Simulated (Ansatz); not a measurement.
**Property card for Si**

Si:
```
Si
1.0
    0.00000     7.34386     7.34386
    7.34386     0.00000     7.34386
    7.34386     7.34386     0.00000
Si
34
Direct
  0.50000   0.50000   0.50000
  0.75000   0.75000   0.75000
  0.38949   0.38949   0.38949
  0.41847   0.86051   0.86051
  0.38949   0.38949   0.83153
  0.86051   0.41847   0.86051
  0.83153   0.38949   0.38949
  0.86051   0.86051   0.86051
  0.38949   0.83153   0.38949
  0.86051   0.86051   0.41847
  0.36435   0.75324   0.75324
  0.12083   0.49676   0.88565
  0.75324   0.36435   0.12917
  0.49676   0.12083   0.49676
  0.12917   0.75324   0.75324
  0.49676   0.88565   0.49676
  0.75324   0.12917   0.36435
  0.88565   0.49676   0.12083
  0.75324   0.36435   0.75324
  0.88565   0.12083   0.49676
  0.12917   0.75324   0.36435
  0.49676   0.49676   0.12083
  0.75324   0.12917   0.75324
  0.49676   0.49676   0.88565
  0.36435   0.75324   0.12917
  0.12083   0.88565   0.49676
  0.75324   0.75324   0.36435
  0.49676   0.88565   0.12083
  0.36435   0.12917   0.75324
  0.12083   0.49676   0.49676
  0.75324   0.75324   0.12917
  0.88565   0.49676   0.49676
  0.12917   0.36435   0.75324
  0.49676   0.12083   0.88565
```

Space group Fd-3m (No. 227); conventional cell a = b = c = 14.688 Å, α = β = γ = 90.00°.

Method: DFT-r²SCAN in the program Ansatz with PAW potentials. Structure relaxed to zero pressure with the same functional. Other levels are named where they apply.

Cell and energy:

* **Volume per atom**: 23.30 Å³
* **Density**: 2.00 g/cm³

Electronic structure:

- Band gap: 0.78 eV (indirect)
- Valence-band maximum: at Γ
- Conduction-band minimum: on the Γ–X line, 95 % of the way from Γ (6 equivalent valleys)
- Smallest direct gap on the standard path: 1.09 eV
- Electron effective mass: 0.22, 0.31, 0.31 mₑ (principal values)
- Hole effective mass, band 1 of 3 at the edge: 2.1 along [100], 0.54 along [110], 0.43 along [111] (mₑ)
- Hole effective mass, band 2 of 3 at the edge: 0.23 along [100], 0.33 along [110], 0.29 along [111] (mₑ)
- Hole effective mass, band 3 of 3 at the edge: 0.23 along [100], 0.23 along [110], 0.29 along [111] (mₑ)
- HSE06 gap on the r²SCAN cell: 1.14 eV

Mechanics:

* **Bulk modulus (Birch–Murnaghan fit)**: 66.4 GPa
* **Pressure derivative B′**: 4.2
* **Elastic constants (relaxed ions, GPa)**: C11 = 115, C12 = 42.6, C44 = 45.9
* **Mechanical stability**: stable (all eigenvalues of C positive)
* **Hill bulk and shear moduli**: 66.8 and 41.8 GPa
* **Young's modulus**: 104 GPa
* **Poisson's ratio**: 0.24
* **Debye temperature from the elastic constants**: 528 K

The first step of the workflow began from a Materials Project structure, measured or hypothetical. Its sites differ from those of the usual phase in this space group: another stacking or structure type. The r²SCAN relaxation kept the symmetry of its start; whether a distortion lowers the energy is not shown.

Potentials: the earlier of the program's two PAW sets.
